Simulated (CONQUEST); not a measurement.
A self-consistent single point of Si2Ni (Fm-3m, 12 atoms in the cell; from Materials Project mp-2291, lattice scaled a little) with CONQUEST.

All values come from this method and carry its errors: BLYP, numerical atomic orbitals double-zeta with polarisation (the shipped basis), PseudoDojo norm-conserving potentials made for PBE run with CONQUEST 1.3.

```yaml
crystal:
  lattice:
    - [5.41647, 0.00000, 0.00000]
    - [0.00000, 5.41647, 0.00000]
    - [0.00000, 0.00000, 5.41647]
  atoms:
    - { symbol: Si, position: [0.25000, 0.75000, 0.75000] }
    - { symbol: Si, position: [0.25000, 0.25000, 0.75000] }
    - { symbol: Si, position: [0.25000, 0.25000, 0.25000] }
    - { symbol: Si, position: [0.25000, 0.75000, 0.25000] }
    - { symbol: Si, position: [0.75000, 0.75000, 0.25000] }
    - { symbol: Si, position: [0.75000, 0.25000, 0.25000] }
    - { symbol: Si, position: [0.75000, 0.25000, 0.75000] }
    - { symbol: Si, position: [0.75000, 0.75000, 0.75000] }
    - { symbol: Ni, position: [0.00000, 0.00000, 0.00000] }
    - { symbol: Ni, position: [0.00000, 0.50000, 0.50000] }
    - { symbol: Ni, position: [0.50000, 0.00000, 0.50000] }
    - { symbol: Ni, position: [0.50000, 0.50000, 0.00000] }
```

Reference input (self-consistent single point, DFT, LDA (PW92), numerical atomic orbitals double-zeta with polarisation (the shipped basis), PseudoDojo norm-conserving potentials made for LDA): basis = DZP; Diag.MPMeshX, Y, Z = 3 3 3; potentials = PseudoDojo norm-conserving LDA; Grid.GridCutoff = 140 Ha; DM.SolutionMethod = diagon; Diag.kT = 0.003675 Ha; Diag.GammaCentred = true; minE.SCTolerance = 1.0e-06; SC.MaxIters = 100; SC.LinearMixingFactor = 0.3; SC.KerkerPreCondition = true; SC.KerkerFactor = 0.1 1/bohr. This run's input differs from it in these lines:

```diff
@@ -1,2 +1,2 @@
-# files in the folder: Si.ion Ni.ion (PseudoDojo LDA potentials, DZP orbitals)
+# files in the folder: Si.ion Ni.ion (PseudoDojo PBE potentials, DZP orbitals)
 # file: Conquest_input
@@ -14,2 +14,4 @@
 %endblock
+General.DifferentFunctional    T
+General.FunctionalType         -106131
```

Log, with long lists cut:

```
    PulayMixSC: Starting Pulay mixing, A_up =  0.300 A_dn =  0.300
    PulayMixSC: Spin non-polarised calculation.
    PulayMixSC: with Kerker preconditioning, q0 =  0.100
          Harris-Foulkes Energy            :      -704.220767810578081 Ha
          Free Energy (E-TS)               :      -704.223710498715718 Ha
    PulayMixSC: Pulay iteration     1 residual:              0.31450E-02
          Harris-Foulkes Energy            :      -704.142978971643515 Ha
          Free Energy (E-TS)               :      -704.146209869950667 Ha
    PulayMixSC: Pulay iteration     2 residual:              0.24696E-02
   [... lines left out ...]
          Free Energy (E-TS)               :      -704.117079741570478 Ha
    PulayMixSC: Pulay iteration     7 residual:              0.10157E-04
          Harris-Foulkes Energy            :      -704.114763502974711 Ha
          Free Energy (E-TS)               :      -704.117080407847084 Ha
    PulayMixSC: Pulay iteration     8 residual:              0.42923E-05
          Harris-Foulkes Energy            :      -704.114762880660919 Ha
          Free Energy (E-TS)               :      -704.117080024684128 Ha
    PulayMixSC: Pulay iteration     9 residual:              0.17454E-06
    PulayMixSC: Reached SCF tolerance of  0.17454E-06 after      9 iterations
      | Number of electrons      =       104.000097
      | GS Energy as E-(1/2)TS   =      -704.115921452672524 Ha
      | Free Energy as E-TS      =      -704.117080024684128 Ha
      |* Harris-Foulkes energy   =      -704.114762880660919 Ha
      |* DFT total energy        =      -704.114762881615093 Ha

    force: Forces on atoms (Ha/A )
    force:  Atom   X              Y              Z
    force:     1  -0.0000000000   0.0000000000  -0.0000000000
   [... zero for the other atoms too ...]

    force: Maximum force :        0.00000000(Ha/A ) on atom         4 in z direction
    force: Force Residual:        0.00000000 Ha/A
    force: Total stress:        -13.71374378     0.00000000     0.00000000 GPa
                             0.00000000   -13.71374378     0.00000000
                             0.00000000     0.00000000   -13.71374378
    force: Average pressure:     13.71374378 GPa

    get_E_and_F: Change in energy during last step of electronic optimisation:  0.62231E-06
```

The run converged in 9 iterations. CONQUEST prints the stress tensor with tension positive. Against the reference run the pressure goes from -0.65 to 13.71 GPa.

The program uses no crystal symmetry, so grid and mesh can part values that symmetry would make equal. The atom-centred basis is finite, which shifts total energies and pressures against plane waves. The run has no spin polarisation, so moments on Ni cannot form. The potentials were made for another functional than the one used. The structure comes from a collection of computed structures, made at another level of theory; the collection holds predicted forms beside known ones. Its lattice was then scaled. No clean gap shows at this smearing width and mesh (spacing up to 0.39 Å⁻¹); the mesh is coarse for partly filled bands, so the values carry mesh errors.

Cost on one core: around 70 core-seconds (rough).
